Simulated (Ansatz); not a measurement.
Mo (bcc, W type)

```xyz
2
Lattice="-3.1506 3.1506 3.1506 1.5753 -1.5753 1.5753 1.5753 1.5753 -1.5753" Properties=species:S:1:pos:R:3 pbc="T T T"
Mo     0.0000     0.0000     0.0000
Mo    -1.5753     1.5753     1.5753
```

In this cell atom 2 (Mo, nearest neighbour Mo at 2.729 Å; its periodic images, 2.7 Å or more away, move with it) is moved by s along Cartesian z, unit vector (0.000, 0.000, 1.000); all other atoms and the cell stay fixed.

Computed with r2SCAN (plane waves to 500 eV, PAW, scalar-relativistic; Ansatz, a first-principles code). k mesh 17×17×17 (Γ-centred), Fermi-Dirac smearing 0.05 eV. The energy includes the smearing's −TS. With partly filled bands, energies and forces of such displacements shift with the k mesh and the smearing. On this mesh the relaxed cell isn't quite at rest: it carries a pressure of 0.1 GPa (compression positive) at the zero of the scan. Mo is run without spin polarisation. Mo was relaxed with its symmetry unable to fall. The zero of ΔE is the undisplaced structure.

The scan covers s from -0.820 to 0.820 Å in 11 points.

Task: Is the energy the same for equal positive and negative displacements?

Result: Even: the same for both signs. With its periodic images moving along, the atom's site symmetry in this cell is mmm.

Task: What is the energy change at s = 0.820 Å?

Result: 2552 meV/cell.

Task: What force acts on the atom along the line at s = -0.820 Å?

Result: 4.25 eV/Å.

Task: What is the force constant k = d²E/ds² of this move at s = 0?

Result: 10.1 eV/Å².

(For displaced atoms, the force is minus the slope of the energy, and its curvature is a force constant, which sets phonon frequencies.)
